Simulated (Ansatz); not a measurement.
**MnRh: one input, then a changed one**

The cell comes from COD entry 1522186, which wasn't checked; take it as a given geometry. The listed cell was then made from it by scaling, straining or moving an atom.

First run: DFT, LDA, all-electron LAPW, scalar-relativistic (Ansatz 0.2.0).

Command: `ansatz run input.yaml --threads 1 --pin off --max-ram 3072MiB --backend cpu --events-out ev --progress --plain --runs-dir out` The run took 2.2 min on 1 thread of Arm Neoverse V1, on a shared host.

```yaml
crystal:
  lattice:
    - [3.0840572252, 0.0, 0.0]
    - [0.0, 3.0840572252, 0.0]
    - [0.0, 0.0, 3.0840572252]
  atoms:
    - { symbol: Mn, position: [0.0, 0.0, 0.0], spin: 4.0 }
    - { symbol: Rh, position: [0.5, 0.5, 0.5] }
magnetization:
  spin_polarized: true
kpoints:
  mp_grid: { grid: [11, 11, 11] }
scf:
  occupations: { method: fermi_dirac, width: 0.05 }
hamiltonian:
  xc: lda
  pseudopotentials: { kind: all_electron, lapw: { basis_error: 0.001 } }
output:
  forces: true
  stress: true
relax:
  f_tol: 0.005
  max_steps: 80
  cell: {}
```

Result: converged; relaxed volume 12.877 Å³/atom; moment 3.94 μB; 39 SCF iterations in all.

The input is then changed:

```diff
@@ -10,5 +10,5 @@
   spin_polarized: true
 kpoints:
-  mp_grid: { grid: [11, 11, 11] }
+  mp_grid: { grid: [16, 16, 16] }
 scf:
   occupations: { method: fermi_dirac, width: 0.05 }
@@ -23,3 +23,5 @@
   max_steps: 80
   cell: {}
+basis:
+  xc_grid: 4
```

What does the second run give?

It converged; energy at zero smearing -1.7 meV/atom from the first run; relaxed volume 12.881 Å³/atom; moment 3.96 μB; 39 SCF iterations in all.
